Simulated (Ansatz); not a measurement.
## ScGa₃: elastic constants from stress and strain

```yaml
crystal:
  lattice:
    - [4.09500, 0.00000, 0.00000]
    - [0.00000, 4.09500, 0.00000]
    - [0.00000, 0.00000, 4.09500]
  atoms:
    - { symbol: Sc, position: [0.00000, 0.00000, 0.00000] }
    - { symbol: Ga, position: [0.00000, 0.50000, 0.50000] }
    - { symbol: Ga, position: [0.50000, 0.00000, 0.50000] }
    - { symbol: Ga, position: [0.50000, 0.50000, 0.00000] }
```

Atom numbers follow the list: Sc1, Ga2, Ga3, Ga4.

The conventional cell has a = 4.095 Å, b = 4.095 Å, c = 4.095 Å, α = 90.00°, β = 90.00°, γ = 90.00°. Sc (atom 1) has 12 Ga at 2.90 Å as nearest neighbours. Ga (atom 2) has 4 Sc at 2.90 Å and 8 Ga at 2.90 Å as nearest neighbours.

The geometry is COD entry 1523115, unchecked; take it as a test cell.

Level of theory: Ansatz 0.2.0, DFT, LDA, all-electron LAPW, scalar-relativistic.

Sampling and basis: a Γ-centred 9×9×9 k mesh, Fermi–Dirac smearing of 0.05 eV, basis error target 1 meV/atom, no spin polarisation.

The unstrained cell is at -5.44 GPa. Large strains and very small stresses are left out. Each strain is applied once, with fractional coordinates held (clamped ions), and σ below is the change of stress, positive in tension. One finite strain gives stress–strain coefficients at this pressure with an error of the order of the strain times third-order constants, a few per cent for each per cent of strain. In a metal the k mesh adds noise of tens of per cent to soft shears.

Estimate the stiffness probed by this change, and the stress that it gives: equal xy, yz and zx engineering shear strains of -1 %.

σxy = -0.38 GPa and γxy = 2εxy = -0.0100, so C44 (clamped ions) = σxy/γxy = 38 GPa.

With equal xy, yz and zx engineering shear strains of +1 %, the run gives σxy = 0.36 GPa and γxy = 2εxy = 0.0100. Which stiffness follows?

C44 (clamped ions) = σxy/γxy = 36 GPa.
